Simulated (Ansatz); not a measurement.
# Phases of B at 190 GPa

Structure types of B are relaxed in primitive cells with their symmetry kept at 190 GPa, on PAW files; LAPW relaxes the small cells further and takes the PAW cell for the others (marked *). The enthalpy is E + pV at zero temperature, without zero-point motion. Only the types listed were tried, and differences under about 5 meV/atom are mesh noise. The real phase may be another.

All numbers are PBEsol results (scalar-relativistic) from Ansatz 0.2.0, with Fermi–Dirac smearing of 0.1 eV, no spin polarisation. Methods: LAPW: all electrons, basis error target 0.5 meV/atom; PAW: frozen-core files, cutoff 420 eV.

k meshes: fcc 25×25×25, bcc 26×26×26, hcp 23×23×13, sc 22×22×22, graphite 16×16×5, diamond 18×18×18.

The PAW files were made under PBE.

Q: Which type is lowest in enthalpy, and by how much?

A: fcc, 178 meV/atom below hcp. The whole table:

```csv
start type,ends as,"a, b, c (Å)",V (Å³/atom),"H − H(lowest), LAPW (meV/atom)","same, PAW"
fcc,"fcc, Fm-3m","2.535, 2.535, 2.535",4.07,0.0,0.0
bcc,"bcc, Im-3m","2.021, 2.021, 2.021",4.13,488.0,487.1
hcp,"hcp, P6_3/mmc","1.710, 1.710, 3.256",4.12,178.4,178.0
sc,"sc, Pm-3m","1.646, 1.646, 1.646",4.46,386.6,384.7
graphite*,"distorted graphite, P6_3/mmc","2.634, 2.634, 3.133",4.71,791.9,792.8
diamond,"diamond, Fd-3m","3.450, 3.450, 3.450",5.14,1437.8,1438.7
```

Q: Split the lead of fcc over hcp into energy and pV.

A: For hcp less fcc: ΔE = +118.1 meV/atom, and p·ΔV = 190 GPa × +0.0509 Å³ × 6.242 meV/(GPa·Å³) = +60.3 meV/atom, together 178.4 meV/atom. fcc wins on both counts.
